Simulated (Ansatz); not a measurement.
Stress against strain in ZrBr

```
CELL_PARAMETERS angstrom
1.75155 1.01126 9.35700
-1.75155 1.01126 9.35700
0.00000 -2.02252 9.35700
ATOMIC_POSITIONS crystal
Zr 0.20920 0.20920 0.20920
Zr 0.79080 0.79080 0.79080
Br 0.39170 0.39170 0.39170
Br 0.60830 0.60830 0.60830
```

Atom numbers follow the list: Zr1, Zr2, Br3, Br4.

Conventional cell: a = 3.503 Å, b = 3.503 Å, c = 28.071 Å, α = 90.00°, β = 90.00°, γ = 120.00°. Around Zr (atom 1) lie 3 Br at 2.74 Å and 3 Zr at 3.13 Å. Br (atom 3) has 3 Zr at 2.74 Å as nearest neighbours.

The cell comes from COD entry 4343762, which wasn't checked; take it as a given geometry.

The calculation used DFT, LDA, all-electron LAPW, scalar-relativistic in Ansatz 0.2.0.

The runs use a Γ-centred 10×10×10 k mesh, Fermi–Dirac smearing of 0.02 eV, basis error target 0.5 meV/atom, no spin polarisation.

The strain is applied along the Cartesian axes of the cell as listed (the other components stay zero). Fractional coordinates are held (clamped ions).

σ is the change of stress from the unstrained cell, which is at -3.23 GPa; tension is positive, so slopes are stress–strain coefficients at that pressure. In a metal the k mesh adds noise.

Only quantities that a quadratic follows smoothly over the whole series are listed; rougher ones are left out.

```
εxx = εyy  σzz (GPa)  σxx (GPa)
  -0.0200      -2.38      -3.42
   0.0000       0.00       0.00
   0.0100       0.95       1.51
   0.0200       1.74       2.90
```

Fit the series and read off the stiffness at zero strain.

Least-squares fits y = p0 + p1 x + p2 x² to the rows give σzz (GPa): p1 = 103, p2 = -800; σxx (GPa): p1 = 158, p2 = -650. So C13 + C23 = 103 GPa and C11 + C12 = 158 GPa, for these axes.

One run, at εxx = εyy = -0.0100, is withheld. Predict its row.

The fits give -1.11, -1.65; the run gave -1.11, -1.63.
